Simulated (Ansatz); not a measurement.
This cell of PbSe (rock salt) is off equilibrium:

```yaml
crystal:
  lattice:
    - [0.00000, 3.10883, 3.10883]
    - [3.10883, 0.00000, 3.10883]
    - [3.10883, 3.10883, 0.00000]
  atoms:
    - { symbol: Se, position: [0.00000, 0.00000, 0.00000] }
    - { symbol: Pb, position: [0.27912, 0.61044, 0.72088] }
```

Level of theory: PBE (plane waves to 420 eV, PAW, scalar-relativistic; Ansatz, a program for electronic structure). k mesh 8×8×8 (Γ-centred), Fermi-Dirac smearing 0.05 eV. Energies are smeared free energies. Compression counts positive. PbSe was relaxed with its symmetry unable to fall. Spin-orbit coupling is left out, though Pb is heavy. The PAW data are Ansatz's earlier set.

Task: Predict the force on every atom, in eV/Å.

Result: 
```
atom       Fx     Fy      Fz
----  -------  -----  ------
Se1    12.339  0.000   1.061
Pb2   -12.339  0.000  -1.061
```

Task: Give the stress tensor in GPa and the pressure.

Result: 
```
   69.3      0.0     12.4
    0.0      2.2      0.0
   12.4      0.0      7.3
```
The pressure, a third of the trace, is 26.2 GPa.

Task: In it atom 2 sits (1.030, 0.000, -0.343) Å away from its relaxed site. What is its energy relative to the relaxed cell?

Result: 3103 meV/cell.

(A displaced cell: forces are minus the slopes of the energy, force constants its curvatures, and phonons follow from these.)
